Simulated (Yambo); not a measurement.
**How GW settings move the gap: NaAuO2**

G0W0@PBEsol for NaAuO2 (space group C2/m, No. 12) in Yambo. Reference settings: 4×4×2 Γ-centred k mesh, bands 6 to 107 and a 8 Ry block in the screening, 107 bands in G with the Bruneval-Gonze terminator, plasmon pole fitted at 27.2 eV. The PBEsol gap (0.25, -0.25, 0) → (0, 0.25, -0.5) on this mesh is 1.43 eV; G0W0 gaps are taken between the same points.

```
change from the reference     G0W0 gap (0.25, -0.25, 0) → (0, 0.25, -0.5) (eV)  shift of the valence edge (eV)        rough Yambo cost
----------------------------  ------------------------------------------------  ------------------------------  ----------------------
reference settings                                                        3.30                           -0.71                       1
46 bands in W, 46 bands in G                                              3.38                           -0.55               about 1/2
1 Ry block                                                                4.52                           -1.76  within a factor of two
3 Ry block                                                                3.42                           -0.72  within a factor of two
7 Ry block                                                                3.27                           -0.68  within a factor of two
pole fitted at 40 eV                                                      3.34                           -0.75                       –
no random integration                                                     3.24                           -0.48                       –
no terminator                                                             3.32                           -0.50                       –
46 bands in G, no terminator                                              3.39                           -0.05                       –
72 bands in G, no terminator                                              3.32                           -0.32                       –
```

The reference isn't shown to be the converged limit. Costs are rough (shared machines), scaled to the same edge states, and given only for runs that recompute the screening. The mesh misses a band edge: along a dense path the PBEsol gap is 1.25 eV against 1.43 eV on the mesh.

Without spin-orbit coupling, band edges of such heavy elements can be off by tenths of an eV.

Geometry relaxed with PBEsol; primitive cell a = 3.6384 Å, b = 3.6384 Å, c = 6.1449 Å, α = 116.24°, β = 116.24°, γ = 48.91°.

The structure is a Materials Project entry; no match was found in the copy of COD used, and its stability was not checked.

A shift is the quasiparticle energy of the state minus its PBEsol energy.
